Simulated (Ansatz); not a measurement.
B$_{2}$O$_{3}$:
```cif
data_B8O12
_chemical_formula_sum 'B8 O12'
_space_group_name_H-M_alt 'Cmc21'
_space_group_IT_number 36
_space_group_name_Hall 'C 2c -2'
_cell_length_a 7.82645
_cell_length_b 4.62390
_cell_length_c 4.13440
_cell_angle_alpha 90.000
_cell_angle_beta 90.000
_cell_angle_gamma 90.000
loop_
_space_group_symop_operation_xyz
  'x, y, z'
  '-x, -y, z+1/2'
  '-x, y, z'
  'x, -y, z+1/2'
  'x+1/2, y+1/2, z'
  '-x+1/2, -y+1/2, z+1/2'
  '-x+1/2, y+1/2, z'
  'x+1/2, -y+1/2, z+1/2'
loop_
_atom_site_label
_atom_site_type_symbol
_atom_site_symmetry_multiplicity
_atom_site_Wyckoff_symbol
_atom_site_fract_x
_atom_site_fract_y
_atom_site_fract_z
_atom_site_occupancy
B1 B 8 b 0.33488 0.34119 0.43231 1
O1 O 4 a 0.00000 0.24485 0.00003 1
O2 O 8 b 0.29061 0.36969 0.08138 1
```
(The calculation used a cell of 10 atoms; values per cell refer to that cell.)

Relaxed with PBEsol.

Q: Give the optical modes at the zone centre with their infrared activity from DFPT, PBEsol (plane waves, PAW; program Ansatz).

A: Transverse frequencies, without the LO–TO term; a row sums one degenerate level.

```
ω (cm⁻¹)  degeneracy  IR ((D/Å)²/amu)     activity  symmetry
--------  ----------  ---------------  -----------  --------
278                1             0.01  IR-inactive        A1
287                1             0.26           IR        B2
322                1             0.36           IR        A1
374                1             0.00  IR-inactive        A2
437                1             0.07           IR        B2
507                1             2.70           IR        A1
538                1             0.00  IR-inactive        A2
568                1             0.48           IR        B1
576                1             5.33           IR        B2
658                1             0.00  IR-inactive        A2
685                1            10.25           IR        B1
692                1             1.23           IR        A1
771                1             4.33           IR        A1
805                1             0.10           IR        B1
808                1             0.00  IR-inactive        A2
843                1            65.19           IR        B2
849                1             0.00  IR-inactive        A2
865                1            64.48           IR        A1
865                1            20.85           IR        B1
903                1             0.17           IR        B2
947                1             0.00  IR-inactive        A2
983                1            25.97           IR        B1
1037               1             0.06           IR        B2
1102               1             3.60           IR        B2
1178               1             4.65           IR        A1
1241               1             0.00  IR-inactive        A2
1242               1            52.56           IR        B1
```

Q: How high does the top mode go among those that the LO–TO term moves?

A: 1513 cm⁻¹ for q along x, 1215 cm⁻¹ for q along y, 1263 cm⁻¹ for q along z.

Space group Cmc2_1. The first step of the workflow began from a Materials Project structure, measured or hypothetical; the Crystallography Open Database copy checked does not list it. COD files the formula under space group No. 144, 152. Its standing as an ambient phase is unchecked. The PBEsol relaxation kept the symmetry of its start; whether a distortion lowers the energy is not shown.

Potentials: the later of the program's two PAW sets.
